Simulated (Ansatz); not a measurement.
Relaxed candidate structures of CdAs:

A. Pm-3m (No. 221), cP2, CsCl type; a = 3.475 Å, b = 3.475 Å, c = 3.475 Å, α = 90.00°, β = 90.00°, γ = 90.00°; As 1b (0.500, 0.500, 0.500); Cd 1a (0.000, 0.000, 0.000)

B. P6₃/mmc (No. 194), hP8; a = b = 4.5316 Å, c = 12.5012 Å, α = β = 90.00°, γ = 120.00°; As 4f (0.667, 0.333, 0.149); Cd 4e (0.000, 0.000, 0.123)

C. P6/mmm (No. 191), hP4; a = 4.9254 Å, b = 4.9254 Å, c = 5.6403 Å, α = 90.00°, β = 90.00°, γ = 120.00°; As 2d (0.333, 0.667, 0.500); Cd 1b (0.000, 0.000, 0.500); Cd 1a (0.000, 0.000, 0.000)

D. Pbca (No. 61), oP16, AFLOW prototype AB_oP16_61_c_c (B_e, as in CdSb); a = 6.0360 Å, b = 7.8550 Å, c = 8.0839 Å, α = β = γ = 90.00°; Cd 8c (0.455, 0.370, 0.362); As 8c (0.133, 0.065, 0.095)

Question: Put the candidates in order of energy per atom, lowest first, for r2SCAN (plane waves to 500 eV, PAW, scalar-relativistic; Ansatz, a program for electronic structure).

Answer: D (reference, the lowest among the structures calculated here), B (+0.14 eV/atom), A (+0.46 eV/atom), C (+0.76 eV/atom)

Question: Which candidates are metallic at this level, and what gaps do the others have?

Answer: No gap: A, B, C. D: 0.56 eV (no spin-orbit coupling).

Each run could gain symmetry but not lose that of its start, so entries can be saddle points. From databases, or of a type measured for this composition: Pbca, oP16, AFLOW prototype AB_oP16_61_c_c (B_e, as in CdSb); the others are generated cells (placed on structure types, drawn at random, substituted or restacked) that were not matched to a known phase here. Energies are at zero temperature and pressure, without zero-point motion. The runs use different k-meshes, so differences are rounded accordingly. No spin polarisation in the result. Gaps of cells over 8 atoms come from the SCF mesh and high-symmetry points alone.
